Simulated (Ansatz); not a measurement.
MoP:
Space group P-6m2 (No. 187); a = b = 3.2415 Å, c = 3.1941 Å, α = β = 90.00°, γ = 120.00°

```csv
atom,site,symmetry,x,y,z
Mo,1a,-6m2,0.0000,0.0000,0.0000
P,1d,-6m2,0.3333,0.6667,0.5000
```

Relaxed with PBE.

**Question.** Which orbitals make up the states near the Fermi level in plane-wave PAW PBE (Ansatz code)?

**Answer.** Within 0.5 eV of the Fermi level: Mo 4d 86 %, P 3p 9 %. Projections are on Löwdin-orthogonalised atomic valence shells; empty p or d shells of many metals are not among them.

**Question.** Tabulate the density of states.

**Answer.** States/eV per cell of 2 atoms, in 0.25 eV bins, energy from the Fermi level.

| E (eV) | total | Mo 4d | P 3p | P 3s |
|---|---|---|---|---|
| -7.85 | 0.00 | 0.00 | 0.00 | 0.00 |
| -7.60 | 0.03 | 0.01 | 0.02 | 0.00 |
| -7.35 | 0.07 | 0.01 | 0.04 | 0.00 |
| -7.10 | 0.24 | 0.05 | 0.15 | 0.01 |
| -6.85 | 0.62 | 0.16 | 0.37 | 0.02 |
| -6.60 | 1.14 | 0.37 | 0.64 | 0.03 |
| -6.35 | 1.81 | 0.65 | 0.99 | 0.03 |
| -6.10 | 1.81 | 0.68 | 0.98 | 0.03 |
| -5.85 | 0.81 | 0.32 | 0.41 | 0.02 |
| -5.60 | 0.88 | 0.36 | 0.46 | 0.02 |
| -5.35 | 0.85 | 0.35 | 0.44 | 0.02 |
| -5.10 | 1.09 | 0.42 | 0.59 | 0.03 |
| -4.85 | 1.24 | 0.48 | 0.67 | 0.03 |
| -4.60 | 1.54 | 0.67 | 0.77 | 0.02 |
| -4.35 | 1.33 | 0.66 | 0.59 | 0.02 |
| -4.10 | 1.54 | 0.76 | 0.71 | 0.02 |
| -3.85 | 1.96 | 0.91 | 0.96 | 0.02 |
| -3.60 | 2.27 | 1.10 | 1.07 | 0.02 |
| -3.35 | 2.01 | 1.13 | 0.79 | 0.02 |
| -3.10 | 1.40 | 0.85 | 0.50 | 0.01 |
| -2.85 | 1.29 | 0.80 | 0.46 | 0.00 |
| -2.60 | 0.15 | 0.09 | 0.05 | 0.00 |
| -2.35 | 0.77 | 0.53 | 0.21 | 0.00 |
| -2.10 | 2.66 | 2.14 | 0.33 | 0.02 |
| -1.85 | 1.92 | 1.51 | 0.26 | 0.02 |
| -1.60 | 1.59 | 1.24 | 0.22 | 0.01 |
| -1.35 | 1.10 | 0.85 | 0.16 | 0.01 |
| -1.10 | 0.46 | 0.38 | 0.05 | 0.00 |
| -0.85 | 0.50 | 0.45 | 0.03 | 0.00 |
| -0.60 | 0.90 | 0.81 | 0.05 | 0.01 |
| -0.35 | 1.16 | 1.05 | 0.07 | 0.01 |
| -0.10 | 0.93 | 0.81 | 0.08 | 0.01 |
| 0.15 | 0.70 | 0.58 | 0.08 | 0.01 |
| 0.40 | 0.59 | 0.46 | 0.09 | 0.01 |
| 0.65 | 0.71 | 0.54 | 0.11 | 0.02 |
| 0.90 | 0.88 | 0.65 | 0.14 | 0.03 |
| 1.15 | 1.21 | 0.88 | 0.20 | 0.06 |
| 1.40 | 2.22 | 1.63 | 0.33 | 0.13 |
| 1.65 | 3.14 | 2.38 | 0.45 | 0.15 |
| 1.90 | 2.16 | 1.49 | 0.42 | 0.11 |
| 2.15 | 1.28 | 0.84 | 0.27 | 0.07 |
| 2.40 | 0.81 | 0.49 | 0.19 | 0.06 |
| 2.65 | 1.21 | 0.62 | 0.35 | 0.13 |
| 2.90 | 1.48 | 0.76 | 0.37 | 0.23 |
| 3.15 | 1.81 | 0.89 | 0.45 | 0.30 |
| 3.40 | 1.54 | 0.71 | 0.47 | 0.19 |
| 3.65 | 1.11 | 0.47 | 0.43 | 0.08 |
| 3.90 | 0.91 | 0.35 | 0.41 | 0.03 |
| 4.15 | 1.00 | 0.38 | 0.46 | 0.02 |
| 4.40 | 1.27 | 0.48 | 0.59 | 0.02 |
| 4.65 | 1.17 | 0.43 | 0.47 | 0.02 |

Symmetry was held in the PBE relaxation. The run is not spin-polarised. Scalar-relativistic: spin–orbit coupling is off unless named, which matters more the heavier the elements.

Potentials: the earlier of the program's two PAW sets.
